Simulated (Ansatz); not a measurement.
## Axial (c/a) deformation path in Be

Theory: Ansatz 0.2.0, DFT PBE, scalar-relativistic, plane waves, PAW. The runs took a 420 eV cutoff, a Γ-centred 24×24×14 mesh and Gaussian smearing (0.15 eV). No spin polarisation. Energies are free energies at this smearing, counted from the undisturbed cell; pressure is positive in compression.

The undisturbed cell (as given, not relaxed at this level; it stands at -4.7 GPa):

```
Be
1.0
     2.29950    0.00000    0.00000
    -1.14975    1.99143    0.00000
     0.00000    0.00000    3.60090
Be
2
Direct
  0.33333 0.66667 0.25000
  0.66667 0.33333 0.75000
```

At fixed volume and fractional coordinates, lengths along (0.000, 0.000, 1.000) are scaled against those across it; ρ is that ratio over its starting value. The cell is metallic on the mesh throughout.

**Question.** Over the sampled range (0.800 to 1.300), is the undisturbed cell the lowest point?

**Answer.** Yes, every other sampled point lies higher.

The scan:

| ρ | ΔE (meV/atom) |
| --- | --- |
| 0.800 | 219.1 |
| 0.850 | 129.6 |
| 0.920 | 37.0 |
| 0.960 | 9.7 |
| 1.000 | 0.0 |
| 1.050 | 11.7 |
| 1.100 | 41.0 |
| 1.200 | 124.4 |
| 1.300 | 219.1 |

Cost: 9 runs of about 0.5 core-minutes in all, on Arm Neoverse V1 (shared hosts).